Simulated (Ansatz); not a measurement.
**KMgH₃N₂ with one atom moved: Quadrupolar parameters**

The cell is a COD entry, relaxed with r2SCAN at fixed cell and then changed (atom 24 (N) moved by 0.10 Å).

```cif
data_structure
_symmetry_space_group_name_H-M 'P 1'
_symmetry_Int_Tables_number 1
_cell_length_a 9.3497
_cell_length_b 3.6631
_cell_length_c 9.8901
_cell_angle_alpha 90.000
_cell_angle_beta 90.000
_cell_angle_gamma 90.000
_cell_volume 338.72
loop_
_atom_site_label
_atom_site_type_symbol
_atom_site_fract_x
_atom_site_fract_y
_atom_site_fract_z
_atom_site_occupancy
K1 K 0.23532 0.75000 0.17061 1
K2 K 0.26468 0.25000 0.67061 1
K3 K 0.73532 0.75000 0.32939 1
K4 K 0.76468 0.25000 0.82939 1
Mg5 Mg 0.03852 0.25000 0.39713 1
Mg6 Mg 0.46148 0.75000 0.89713 1
Mg7 Mg 0.53852 0.25000 0.10287 1
Mg8 Mg 0.96148 0.75000 0.60287 1
H9 H 0.23440 0.75000 0.45976 1
H10 H 0.26560 0.25000 0.95976 1
H11 H 0.73440 0.75000 0.04024 1
H12 H 0.76560 0.25000 0.54024 1
H13 H 0.45376 0.03379 0.36130 1
H14 H 0.04624 0.96621 0.86130 1
H15 H 0.95376 0.46621 0.13870 1
H16 H 0.54624 0.53379 0.63870 1
H17 H 0.54624 0.96621 0.63870 1
H18 H 0.95376 0.03379 0.13870 1
H19 H 0.04624 0.53379 0.86130 1
H20 H 0.45376 0.46621 0.36130 1
N21 N 0.12518 0.75000 0.45814 1
N22 N 0.37482 0.25000 0.95814 1
N23 N 0.62518 0.75000 0.04186 1
N24 N 0.87482 0.27730 0.54186 1
N25 N 0.49118 0.25000 0.30721 1
N26 N 0.00882 0.75000 0.80721 1
N27 N 0.99118 0.25000 0.19279 1
N28 N 0.50882 0.75000 0.69279 1
```

Atom numbers follow the list; atoms alike are taken as one site, whose name carries the number of the first.

Computed with Ansatz: DFT, r2SCAN, plane waves and PAW, scalar-relativistic, 500 eV cutoff, Γ-centred 3×8×3 k-points, Fermi–Dirac smearing 0.02 eV.

C_Q = eQV_zz/h, which is 24.18 MHz for Q = 1 b and V_zz = 10²¹ V/m²; η = (V_xx − V_yy)/V_zz.

K-39: I = 3/2, Q = 60.30 mb; ²⁵Mg: I = 5/2, Q = 199.4 mb; 2H: I = 1, Q = 2.858 mb; 14N: I = 1, Q = 20.44 mb. Nuclear quadrupole moments: year-2017 set (Pyykkö).

(1) Which values are expected at the nuclei?

## Answers

(1) 

| site | atoms (order as listed) | first shell | V_zz (10²¹ V/m²) | η | C_Q (MHz) |
| --- | --- | --- | --- | --- | --- |
| K1 | 1, 2 | 7 N at 2.93–3.30 Å; also 2 K at 3.66 Å | -1.93 | 0.97 | -2.82 |
| K3 | 3 | 7 N at 2.93–3.30 Å; also 2 K at 3.66 Å | -2.01 | 0.89 | -2.93 |
| K4 | 4 | 7 N at 2.93–3.30 Å; also 2 K at 3.66 Å | -1.92 | 0.97 | -2.80 |
| Mg5 | 5 | 4 N at 2.07–2.10 Å | 1.30 | 0.50 | 6.28 |
| Mg6 | 6, 7 | 4 N at 2.07–2.10 Å | 1.28 | 0.51 | 6.17 |
| Mg8 | 8 | 4 N at 2.00–2.18 Å | 1.55 | 0.85 | 7.46 |
| H9 | 9, 10, 11 | 1 N at 1.02 Å | 3.98 | 0.01 | 0.275 |
| H12 | 12 | 1 N at 1.03 Å | 3.86 | 0.01 | 0.267 |
| H13 | 13, 14, 15, 16, 17, 18, … | 1 N at 1.02 Å | 3.91 | 0.12 | 0.270 |
| N21 | 21, 22, 23 | 1 H at 1.02 Å, 3 Mg at 2.09–2.10 Å; also 3 K at 3.02–3.08 Å | 6.04 | 0.01 | 2.98 |
| N24 | 24 | 1 H at 1.03 Å, 3 Mg at 2.00–2.18 Å; also 3 K at 3.02–3.14 Å | 6.09 | 0.06 | 3.01 |
| N25 | 25, 26, 27, 28 | 2 H at 1.02 Å, 1 Mg at 2.07 Å; also 4 K at 2.93–3.30 Å | -7.42 | 0.79 | -3.67 |

At H9, H12 and H13 V_zz points along its bond to N (within 2°) in each case. At N21 and N24 V_zz points along its shortest bond, to H (within 2°) in each case.

The atoms aren't relaxed after the move (largest force 0.9 eV/Å). Where η is near 1 the sign of V_zz means little.

Hardware: 2 threads of Arm Neoverse V2 (aarch64; 8 cores open to the job, memory cap 5.0 GiB, no GPU), a shared host with a load of 0.3 a core. Wall time 2.5 min, CPU time 5.1 min, peak memory 1.8 GiB.
